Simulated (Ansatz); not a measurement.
AlN (wurtzite)

```
AlN
1.0
    3.13030     0.00000     0.00000
   -1.56515     2.71092     0.00000
    0.00000     0.00000     5.01801
Al N
2 2
Direct
  0.66667   0.33333   0.00337
  0.33333   0.66667   0.50337
  0.66667   0.33333   0.62183
  0.33333   0.66667   0.12183
```

Scan: atom 2 (Al, nearest neighbour N at 1.903 Å; its periodic images, 3.1 Å or more away, move with it) is displaced along Cartesian [110], direction (0.707, 0.707, 0.000) in Cartesian axes, by s. The other atoms stay.

These are PBE (plane waves to 420 eV, PAW, scalar-relativistic; Ansatz, a quantum-chemistry and plane-wave program) values and carry that method's errors. k mesh 10×10×6 (Γ-centred), Fermi-Dirac smearing 0.05 eV. Energies are smeared free energies. AlN was relaxed with its symmetry unable to fall. ΔE is measured from the undisplaced structure.

```
s (Å)   ΔE (meV/cell)
------  -------------
-0.190            317
-0.152       withheld
-0.114            106
-0.076             46
-0.038             11
0.000               0
0.038              10
0.076              41
0.114              89
0.152             155
0.190             236
```

Question: Fit a polynomial form (powers 2, 3, 4) to the given rows and predict ΔE at s = -0.152.

Answer: Least squares on the 10 given rows: ΔE = (7451)·s² + (-5882)·s³ + (5803)·s⁴, in meV/cell with s in Å; root-mean-square residual 0.3 meV/cell. At -0.152 the fit gives 196 meV/cell; the calculation gives 196 meV/cell, the same to the digits shown. The quadratic term alone would give 172 meV/cell.

(A displaced cell: forces are minus the slopes of the energy, force constants its curvatures, and phonons follow from these.)
